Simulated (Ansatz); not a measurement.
An Ansatz (an electronic-structure program) input:

Ansatz 0.2 input:
```yaml
crystal:
  lattice:
    - [0.0, 3.2678694628, 3.2678694628]
    - [3.2678694628, 0.0, 3.2678694628]
    - [3.2678694628, 3.2678694628, 0.0]
  atoms:
    - { symbol: Te, position: [0.0, 0.0, 0.0] }
    - { symbol: Pb, position: [0.5, 0.5, 0.5] }
kpoints:
  mp_grid: { grid: [6, 6, 6] }
hamiltonian:
  xc: r2scan
  pseudopotentials: { azcp: { folder: ./paw }, kind: paw }
scf:
  occupations: { method: fixed }
output:
  optics: { e_range: [0.0, 15.0], de: 0.05, sigma: 0.1, bands: { spectra_wanted_up_to: 12 eV } }
```

**Question.** How many symmetry operations and irreducible k-points will the run report?

**Answer.** 48 operations, 16 of 216 k-points.

**Question.** With a cutoff of 500 eV, how many plane waves at Γ?

**Answer.** 1807.

It took roughly 21 core-seconds on shared server cores.

Space group Fm-3m (rock salt). The r²SCAN relaxation kept the symmetry of its start. Scalar-relativistic: spin–orbit coupling is off unless named, which matters more the heavier the elements.

Potentials: the earlier of the program's two PAW sets.

Ansatz is a plane-wave DFT program.
